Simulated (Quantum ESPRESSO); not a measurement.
Inputs of pw.x and gipaw.x (a modified build of Quantum ESPRESSO, PBE) for Sr₂TiSnO₆; the starting potential comes from an earlier run on another mesh:

```
&CONTROL
  calculation = 'scf'
  prefix = 'x'
  pseudo_dir = './pseudo'
  outdir = './out'
  tprnfor = .true.
/
&SYSTEM
  ibrav = 0
  nat = 10
  ntyp = 4
  ecutwfc = 45
  ecutrho = 180
  occupations = 'fixed'
  nbnd = 41
/
&ELECTRONS
  conv_thr = 1e-11
  startingpot = 'file'
/
ATOMIC_SPECIES
Sr 87.620 Sr.GGA_PBE-JTH.UPF
Ti 47.867 Ti.GGA_PBE-JTH.UPF
Sn 118.710 Sn.GGA_PBE-JTH.UPF
O 15.999 O.GGA_PBE-JTH.UPF
CELL_PARAMETERS angstrom
    0.000000000000     4.029270000000     4.029270000000
    4.029270000000     0.000000000000     4.029270000000
    4.029270000000     4.029270000000     0.000000000000
ATOMIC_POSITIONS crystal
Sr     0.250000000000     0.250000000000     0.250000000000
Sr     0.750000000000     0.750000000000     0.750000000000
Ti     0.500000000000     0.500000000000     0.500000000000
Sn     0.000000000000     0.000000000000     0.000000000000
O      0.744110000000     0.255890000000     0.255890000000
O      0.255890000000     0.744110000000     0.744110000000
O      0.255890000000     0.744110000000     0.255890000000
O      0.744110000000     0.255890000000     0.744110000000
O      0.255890000000     0.255890000000     0.744110000000
O      0.744110000000     0.744110000000     0.255890000000
K_POINTS automatic
4 4 4 1 1 1
```

```
&INPUTGIPAW
  job = 'nmr'
  prefix = 'x'
  tmp_dir = './out/'
  restart_mode = 'from_scratch'
  pawproj(1) = .true.
  pawproj(2) = .true.
  pawproj(3) = .true.
  pawproj(4) = .true.
  use_nmr_macroscopic_shape = .false.
/
```

The geometry is a computed Materials Project entry, not a measured one. It is Sr2TiSnO6 in Fm-3m; whether this form has been observed was not checked. Stability against distortions was not tested. The run has no spin polarisation.

What does gipaw.x print for the total shieldings?


```
     f-sum rule (should be   -68.8123):
           -68.8137         -0.0000         -0.0000
             0.0000        -68.8137         -0.0000
            -0.0000         -0.0000        -68.8137

     Total NMR chemical shifts in ppm: ---------------------------------------
     (adopting the Simpson convention for anisotropy and asymmetry)-----------

     Atom  1  Sr  pos: (  0.353553  0.353553  0.353553)  Total sigma:        2970.93
          2970.9289         -0.0000          0.0000
             0.0000       2970.9289         -0.0000
             0.0000         -0.0000       2970.9289

     Sr      1    anisotropy:     -0.00    eta:    0.0000

     Atom  2  Sr  pos: (  1.060660  1.060660  1.060660)  Total sigma:        2970.93
          2970.9289         -0.0000         -0.0000
            -0.0000       2970.9289         -0.0000
            -0.0000         -0.0000       2970.9289

     Sr      2    anisotropy:      0.00    eta:    0.0000

     Atom  3  Ti  pos: (  0.707107  0.707107  0.707107)  Total sigma:        -174.26
          -174.2594         -0.0000         -0.0000
            -0.0000       -174.2594          0.0000
            -0.0000          0.0000       -174.2594

     Ti      3    anisotropy:      0.00    eta:    0.0000

     Atom  4  Sn  pos: (  0.000000  0.000000  0.000000)  Total sigma:        3036.96
          3036.9646          0.0000          0.0000
             0.0000       3036.9646          0.0000
             0.0000         -0.0000       3036.9646

     Sn      4    anisotropy:      0.00    eta:    0.0000

     Atom  5  O   pos: (  0.361883  0.707107  0.707107)  Total sigma:         -83.77
            56.2882         -0.0000          0.0000
             0.0000       -153.7945          0.0000
            -0.0000          0.0000       -153.7945

     O       5    anisotropy:    210.08    eta:    0.0000

     Atom  6  O   pos: (  1.052330  0.707107  0.707107)  Total sigma:         -83.77
            56.2882          0.0000          0.0000
             0.0000       -153.7945          0.0000
             0.0000          0.0000       -153.7945

     O       6    anisotropy:    210.08    eta:    0.0000

     Atom  7  O   pos: (  0.707107  0.361883  0.707107)  Total sigma:         -83.77
          -153.7945          0.0000          0.0000
             0.0000         56.2882         -0.0000
             0.0000          0.0000       -153.7945

     O       7    anisotropy:    210.08    eta:    0.0000

     Atom  8  O   pos: (  0.707107  1.052330  0.707107)  Total sigma:         -83.77
          -153.7945          0.0000          0.0000
            -0.0000         56.2882          0.0000
             0.0000         -0.0000       -153.7945

     O       8    anisotropy:    210.08    eta:    0.0000

     Atom  9  O   pos: (  0.707107  0.707107  0.361883)  Total sigma:         -83.77
          -153.7945          0.0000         -0.0000
             0.0000       -153.7945         -0.0000
            -0.0000          0.0000         56.2882

     O       9    anisotropy:    210.08    eta:    0.0000

     Atom 10  O   pos: (  0.707107  0.707107  1.052330)  Total sigma:         -83.77
          -153.7945          0.0000          0.0000
             0.0000       -153.7945          0.0000
             0.0000         -0.0000         56.2882

     O      10    anisotropy:    210.08    eta:    0.0000
```
The printed anisotropy is 3/2 (σ_33 − σ_iso) in the program's own order; the axes are left out here. Anisotropies that symmetry doesn't fix are less certain than the isotropic values. These are absolute shieldings with no macroscopic susceptibility term; δ = σ_ref − σ needs a reference computed alike. By our sweeps, such settings leave a few ppm in absolute σ on light atoms and up to some 20 ppm from Zn on. No spin–orbit coupling; Sn is the heaviest element present.
